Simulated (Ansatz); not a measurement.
# Zone-centre phonons of HfN at 2 GPa: input and output

Method: DFT PBE, scalar-relativistic, plane waves, PAW (Ansatz 0.2.0).

Launched with:
```bash
ansatz run input.yaml --threads 1 --pin off --max-ram 3072MiB --backend cpu --events-out ev --progress --plain --runs-dir out
```

Input (bare energies are in eV):
```yaml
crystal:
  lattice:
    - [0.0, 2.2686863592, 2.2686863592]
    - [2.2686863592, 0.0, 2.2686863592]
    - [2.2686863592, 2.2686863592, 0.0]
  atoms:
    - { symbol: Hf, position: [0.0, 0.0, 0.0] }
    - { symbol: "N", position: [0.5, 0.5, 0.5] }
basis:
  ecutwfc: 420
kpoints:
  mp_grid: { grid: [16, 16, 16] }
hamiltonian:
  xc: pbe
scf:
  occupations: { method: fermi_dirac, width: 0.15 }
output:
  eigenvalues: true
phonons:
  method: dfpt
  eigenvectors: true
```

Results section of the output:
```
--- Phonons (Γ-DFPT): 2 representative perturbations + reference, on 349 of 4096 k-points (Σ response iterations 7) ---
  k mesh reduced under 8 symmetry operations, with k and −k counted as one. Each operation leaves every solved perturbation unchanged. A smaller set is not used because it would not reduce the number of displacements ...
  ASR residual: 4.003e-4 → 0.000e0 eV/Å²; symmetrization residual: 1.600e-6 eV/Å²
  ASR residual per site (eV/Å²): 4.00e-4 1.90e-4
  Γ frequencies (cm⁻¹): 0.00 0.00 0.00 484.54 484.54 484.54
  non-analytic LO–TO correction: not included (Born effective charges unavailable; polar crystals: no LO–TO splitting at Γ)
```

It took 2.1 min on 1 thread of Intel(R) Xeon(R) Processor @ 2.50GHz (Skylake/Cascade Lake), on a shared host, peak memory 0.81 GiB.

In a metal, frequencies and elastic constants depend on the k mesh and the smearing, soft modes and shear constants most. Spin–orbit coupling is left out, which can shift energies with elements as heavy as these.